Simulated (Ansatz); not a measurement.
C:
```
CELL_PARAMETERS angstrom
      0.00000     1.77844     1.77844
      1.77844     0.00000     1.77844
      1.77844     1.77844     0.00000
ATOMIC_POSITIONS crystal
  C  0.50000 0.50000 0.50000
  C  0.75000 0.75000 0.75000
```

Relaxed with PBE+D3(BJ). Special points in fractions of this cell's reciprocal vectors: Γ (0.000, 0.000, 0.000); X (0.500, 0.000, 0.500); U (0.625, 0.250, 0.625); K (0.375, 0.375, 0.750); L (0.500, 0.500, 0.500); W (0.500, 0.250, 0.750).

List the band energies nearest the valence-band maximum at these points for PBE+D3(BJ) in the plane-wave PAW code Ansatz.

In eV from the valence-band maximum; about four levels below and three above (degenerate sets whole), none deeper than 8.9 eV; … stands for higher levels left out; points with the same levels are listed once.

```
k           below          above
-  --------------  -------------
Γ  0.00 0.00 0.00              …
X     -6.36 -6.36    4.78 4.78 …
U           -5.41   5.71 10.80 …
L     -2.83 -2.83    8.50 8.50 …
W     -8.40 -8.40  10.66 10.66 …
```

Space group Fd-3m (diamond). The cell was relaxed with PBE+D3(BJ) under the symmetry of its start.

Potentials: the later of the program's two PAW sets.
